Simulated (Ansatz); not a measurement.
Hg4Pt (space group Im-3m)

```
CELL_PARAMETERS angstrom
     -3.14289     3.14289     3.14289
      3.14289    -3.14289     3.14289
      3.14289     3.14289    -3.14289
ATOMIC_POSITIONS crystal
  Hg 0.00000 0.00000 0.50000
  Hg 0.00000 0.50000 0.00000
  Hg 0.50000 0.50000 0.50000
  Hg 0.50000 0.00000 0.00000
  Pt 0.00000 0.00000 0.00000
```

Equation-of-state scan: isotropic scaling of the cell above, V₀ being its volume. Symmetry pins the atoms to their sites.

These are r2SCAN (plane waves to 500 eV, PAW, scalar-relativistic; Ansatz, a program for electronic structure) values and carry that method's errors. k mesh 11×11×11 (Γ-centred), Fermi-Dirac smearing 0.05 eV. E stands for the smeared free energy. Stress and pressure are positive under compression. Hg4Pt is run without spin polarisation. Hg4Pt was relaxed with its symmetry unable to fall. Spin-orbit coupling is left out, though Hg and Pt are heavy. ΔE is measured from the relaxed starting cell. The last digit holds for this mesh only.

| V (Å³/atom) | ΔE (meV/atom) |
|---|---|
| 20.862 | 222.7 |
| 21.524 | 144.2 |
| 22.187 | 86.2 |
| 22.849 | 45.3 |
| 23.511 | 18.9 |
| 24.173 | 4.4 |
| 24.836 | 0.0 |
| 25.498 | 3.9 |
| 26.160 | 14.7 |
| 26.823 | 31.2 |
| 27.485 | withheld |
| 28.147 | 77.1 |
| 28.809 | 104.7 |

Task: Fit a third-order Birch-Murnaghan form (E₀, V₀, B₀, B₀′ free) to the given rows and predict ΔE at V = 27.485.

Result: Least squares on the 12 given rows: ΔE = E₀ + (9V₀B₀/16)·y²·[2 + (B₀′ − 4)y], y = (V₀/V)^(2/3) − 1, with V₀ = 24.839 Å³/atom, B₀ = 74.78 GPa (160.2 GPa = 1 eV/Å³; the term in eV is multiplied by 1000), B₀′ = 5.98, E₀ = 0.12 meV/atom; root-mean-square residual 0.13 meV/atom. At 27.485 the fit gives 52.1 meV/atom; the calculation gives 52.3 meV/atom, so the interpolation is off by -0.2 (-0.4 %). For the pressure the fit gives -5.6 GPa against the computed -5.6 GPa.

(Under strain, the slope of the energy per volume gives the stress and its curvature an elastic modulus.)
